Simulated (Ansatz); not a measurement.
La:
```
CELL_PARAMETERS angstrom
      3.77481     0.00000     0.00000
     -1.88741     3.26908     0.00000
      0.00000     0.00000    12.06271
ATOMIC_POSITIONS crystal
  La 0.00000 0.00000 0.00000
  La 0.00000 0.00000 0.50000
  La 0.33333 0.66667 0.25000
  La 0.66667 0.33333 0.75000
```

Relaxed with r²SCAN. Special points in fractions of this cell's reciprocal vectors: Γ (0.000, 0.000, 0.000); M (0.500, 0.000, 0.000); K (0.333, 0.333, 0.000); A (0.000, 0.000, 0.500); L (0.500, 0.000, 0.500); H (0.333, 0.333, 0.500).

Q: List the band energies nearest the Fermi level at these points for r²SCAN with spin–orbit coupling in the plane-wave PAW code Ansatz.

A: In eV from the Fermi level; about four levels below and three above (degenerate sets whole), none deeper than 8.9 eV; points with the same levels are listed once.

```
k                                below                above
-  -----------------------------------  -------------------
Γ              -1.92 -1.92 -1.85 -1.85  0.52 0.52 0.68 0.68
M              -0.30 -0.30 -0.24 -0.24  0.50 0.50 1.01 1.01
K  -0.55 -0.55 -0.55 -0.55 -0.05 -0.05  0.06 0.06 0.11 0.11
A              -1.76 -1.76 -1.76 -1.76  0.91 0.91 0.91 0.91
L              -1.14 -1.14 -1.14 -1.14  0.74 0.74 0.74 0.74
H              -0.07 -0.07 -0.01 -0.01  0.86 0.86 0.91 0.91
```

Space group P6_3/mmc (dhcp (α-La type)). The cell was relaxed with r²SCAN under the symmetry of its start.

Potentials: the earlier of the program's two PAW sets.
